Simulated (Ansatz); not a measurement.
Given:

Ti:
```xyz
1
Lattice="-1.6049 1.6049 1.6049 1.6049 -1.6049 1.6049 1.6049 1.6049 -1.6049" Properties=species:S:1:pos:R:3 pbc="T T T"
Ti     0.0000     0.0000     0.0000
```

This is the PBEsol-relaxed structure.

**Question.** All from the program Ansatz at the PBEsol level (PAW), unless another level is named. Estimate the bulk modulus (Birch–Murnaghan fit).

**Answer.** 113 GPa.

**Question.** What about the elastic constants (relaxed ions, GPa)?

**Answer.** C11 = 98.3, C12 = 121, C44 = 38.3.

Space group Im-3m (bcc (W type)). This is a known high-temperature phase of the composition, computed here at zero pressure and temperature. The cell was relaxed with PBEsol under the symmetry of its start. At this level the phase is dynamically unstable (imaginary phonons). The run is not spin-polarised. As this level gives no gap, shear constants depend on the k-mesh and smearing (Fermi–Dirac, 0.1 eV here). On the denser mesh and wider smearing of the elastic run this cell carries a stress of 0.4 GPa.

Potentials: the earlier of the program's two PAW sets. The files were generated under PBE; for other functionals the program regenerates the frozen cores, and for LDA and PBEsol the local potential too.
